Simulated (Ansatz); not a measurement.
**NbCd₃: do energies and stresses tell the same story?**

Computed with Ansatz, DFT r2SCAN, scalar-relativistic, plane waves, PAW.

Settings: cutoff 500 eV, Γ-centred mesh 10×10×10 on the computed 4-atom cell, Gaussian smearing of 0.10 eV; no spin polarisation.

Relaxed cell: Pm-3m, a = 4.272 Å, b = 4.272 Å, c = 4.272 Å, α = 90.00°, β = 90.00°, γ = 90.00°, 4 atoms in the primitive cell. Whether it is the stable form of this composition wasn't checked.

Energies at zero smearing and pressures from the stress tensor, at volumes with shape and atoms relaxed:
```csv
V (Å³/atom),E − E(first) (meV/atom),P (GPa)
18.323,0.00,7.52
18.908,-19.71,3.41
19.493,-25.70,-0.02
20.078,-20.21,-2.89
20.662,-5.13,-5.29
```

Question: Check P = −dE/dV between neighbouring volumes, and get the bulk modulus from the pressures alone.

Answer: With 1 eV/Å³ = 160.2 GPa:
```
middle V (Å³/atom)  −ΔE/ΔV (GPa) mean P (GPa)
            18.616         5.401         5.468
            19.200         1.640         1.698
            19.785        -1.504        -1.455
            20.370        -4.133        -4.091
```

The two differ by 0.07 GPa at most. The mean of two end pressures misses the average over a step by about ΔV² P″/12, up to 0.06 GPa here; with that taken off 0.01 GPa remains. Around V = 19.493 Å³/atom, the two neighbours give B = −V ΔP/ΔV = 19.493 × 6.31 / 1.170 = 105.1 GPa, against B0 = 104.7 GPa from the Birch–Murnaghan fit of the energies.